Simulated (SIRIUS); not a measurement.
Band structure of Rh (Fm-3m, 1 atom in the cell; from Materials Project mp-74).

```
CELL_PARAMETERS angstrom
      0.00000     1.90298     1.90298
      1.90298     0.00000     1.90298
      1.90298     1.90298     0.00000
ATOMIC_POSITIONS crystal
  Rh 0.00000 0.00000 0.00000
```

Method: LDA (PW92), GBRV LDA ultrasoft pseudopotentials (plane waves; SIRIUS).

Settings: parameters.ngridk = 10 10 10; parameters.xc_functionals = [XC_LDA_X, XC_LDA_C_PW]; parameters.gk_cutoff = 6.325 1/bohr; parameters.pw_cutoff = 14.143 1/bohr; parameters.smearing = fermi_dirac; parameters.smearing_width = 0.00367493 Ha; potentials = GBRV LDA ultrasoft pseudopotentials; parameters.electronic_structure_method = pseudopotential; parameters.num_bands = 14; parameters.num_mag_dims = 0; parameters.num_dft_iter = 100; parameters.energy_tol = 1e-07 Ha; parameters.density_tol = 1e-06; mixer.type = anderson.

The structure comes from a collection of computed structures, made at another level of theory; the collection holds predicted forms beside known ones. No clean gap shows at this smearing width and mesh (spacing up to 0.29 Å⁻¹); the mesh is coarse for partly filled bands, so the values carry mesh errors.

Points are given in units of this cell's reciprocal vectors. Levels in eV from the Fermi level, bands 4 to 11:
| point | 4 | 5 | 6 | 7 | 8 | 9 | 10 | 11 |
|---|---|---|---|---|---|---|---|---|
| Γ (0 0 0) | -8.08 | -3.12 | -3.12 | -3.12 | -1.00 | -1.00 | 16.54 | 21.94 |
| X (0.5 0 0.5) | -6.34 | -5.99 | 0.55 | 0.97 | 0.97 | 3.17 | 12.13 | 13.34 |
| W (0.5 0.25 0.75) | -5.04 | -3.84 | -3.84 | -1.21 | 0.97 | 9.55 | 9.55 | 11.13 |
| K (0.375 0.375 0.75) | -5.54 | -4.80 | -2.10 | -0.69 | 0.35 | 7.79 | 8.54 | 11.96 |
| L (0.5 0.5 0.5) | -6.18 | -3.18 | -3.18 | 0.56 | 0.56 | 0.66 | 8.50 | 15.95 |
| U (0.625 0.25 0.625) | -5.54 | -4.80 | -2.10 | -0.69 | 0.35 | 7.79 | 8.54 | 11.96 |

4 bands cross the Fermi level along this path, so the cell has no gap at this level.
